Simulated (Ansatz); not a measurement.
Ta:
```
CELL_PARAMETERS angstrom
     -1.64070     1.64070     1.64070
      1.64070    -1.64070     1.64070
      1.64070     1.64070    -1.64070
ATOMIC_POSITIONS crystal
  Ta 0.00000 0.00000 0.00000
```

Relaxed with PBEsol. Special points in fractions of this cell's reciprocal vectors: Γ (0.000, 0.000, 0.000); H (0.500, -0.500, 0.500); N (0.000, 0.000, 0.500); P (0.250, 0.250, 0.250).

Task: List the band energies nearest the Fermi level at these points for the program Ansatz at the PBEsol with spin–orbit coupling level (PAW).

Result: In eV from the Fermi level; about four levels below and three above (degenerate sets whole), none deeper than 8.9 eV; points with the same levels are listed once.

```json
[
 {"k": "Γ", "below": "-7.91 -7.91", "above": "0.65 0.65 0.65 0.65"},
 {"k": "H", "below": "-3.85 -3.85 -3.85 -3.85", "above": "6.90 6.90 6.90 6.90"},
 {"k": "N", "below": "-4.40 -4.40 -1.54 -1.54", "above": "1.67 1.67 4.03 4.03"},
 {"k": "P", "below": "-0.97 -0.97 -0.97 -0.97", "above": "5.29 5.29 5.29 5.29"}
]
```

Space group Im-3m (bcc (W type)). The PBEsol relaxation kept the symmetry of its start. No spin polarisation was allowed.

Potentials: the earlier of the program's two PAW sets.
